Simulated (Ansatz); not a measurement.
SiGe:
```xyz
4
Lattice="3.9007 0.0000 0.0000 -1.9504 3.3781 0.0000 0.0000 0.0000 6.4422" Properties=species:S:1:pos:R:3 pbc="T T T"
Si     1.9504     1.1260     5.6341
Si     0.0000     2.2521     2.4130
Ge     1.9504     1.1260     3.2240
Ge     0.0000     2.2521     0.0029
```

Relaxed with PBEsol. Independent-particle spectrum: no excitons, no local fields, no scissors shift; 0.1 eV broadening; ε₁ of the summed bands alone.

Problem. Tabulate the dielectric function from PBEsol in the plane-wave PAW code Ansatz.

Solution. 

```csv
E (eV),ε₁ xx,ε₂ xx,ε₁ zz,ε₂ zz
0.0,14.84,0.00,15.98,0.00
0.3,14.95,0.00,16.11,0.00
0.6,15.30,0.00,16.52,0.00
0.9,15.92,0.01,17.28,0.00
1.2,16.96,0.03,18.54,0.02
1.5,18.79,0.25,20.70,0.07
1.8,21.38,1.05,25.14,0.90
2.1,25.02,5.26,30.82,7.38
2.4,25.07,9.07,30.14,16.40
2.7,26.82,11.37,25.50,24.66
3.0,37.02,20.03,22.10,29.50
3.3,19.48,42.33,11.15,40.78
3.6,-3.93,39.68,-8.24,29.41
3.9,-5.99,25.17,-4.54,17.81
4.2,-5.22,23.59,0.63,22.13
4.5,-10.05,20.56,-11.11,21.70
4.8,-10.77,14.37,-11.38,14.40
5.1,-10.01,11.48,-10.61,10.90
5.4,-9.41,9.00,-9.78,8.19
5.7,-8.62,6.69,-8.55,5.83
6.0,-6.98,5.50,-7.17,4.66
6.3,-6.60,4.99,-5.76,3.62
6.6,-6.23,3.93,-5.01,4.31
6.9,-5.55,3.23,-4.97,3.60
7.2,-4.83,2.68,-4.66,3.13
7.5,-4.39,2.35,-4.39,2.56
7.8,-3.90,1.99,-3.96,2.08
8.1,-3.44,1.80,-3.42,1.77
8.4,-3.25,1.64,-3.15,1.70
8.7,-2.99,1.35,-2.98,1.44
9.0,-2.65,1.15,-2.69,1.22
9.3,-2.37,1.02,-2.42,1.04
9.6,-2.12,0.91,-2.18,0.92
9.9,-1.90,0.89,-1.96,0.84
10.2,-1.77,0.83,-1.75,0.74
10.5,-1.65,0.70,-1.59,0.68
10.8,-1.48,0.63,-1.41,0.62
11.1,-1.35,0.57,-1.31,0.60
11.4,-1.22,0.50,-1.19,0.52
11.7,-1.09,0.44,-1.04,0.46
12.0,-0.96,0.40,-0.90,0.45
```

Problem. From ε at 2.4 eV (xx: 25.07 + 9.07i), find n, k, the normal reflectivity and the absorption coefficient.

Solution. n = 5.09, k = 0.892, R = 46 %, α = 2kE/ħc = 220000 cm⁻¹.

With all bands, ε∞ without local fields is 14.9 (xx = yy), 16.0 (zz). DFPT, with local fields, gives 14.1 (xx = yy), 15.3 (zz).

Space group P6_3mc (wurtzite). The workflow started from a Materials Project entry (that database holds measured and hypothetical structures alike); the Crystallography Open Database copy checked does not list it. Its standing as an ambient phase is unchecked. Symmetry was held in the PBEsol relaxation; whether a distortion lowers the energy is not shown. Scalar-relativistic: spin–orbit coupling is off unless named, which matters more the heavier the elements.

Potentials: the earlier of the program's two PAW sets. The files were generated under PBE; for other functionals the program regenerates the frozen cores, and for LDA and PBEsol the local potential too.
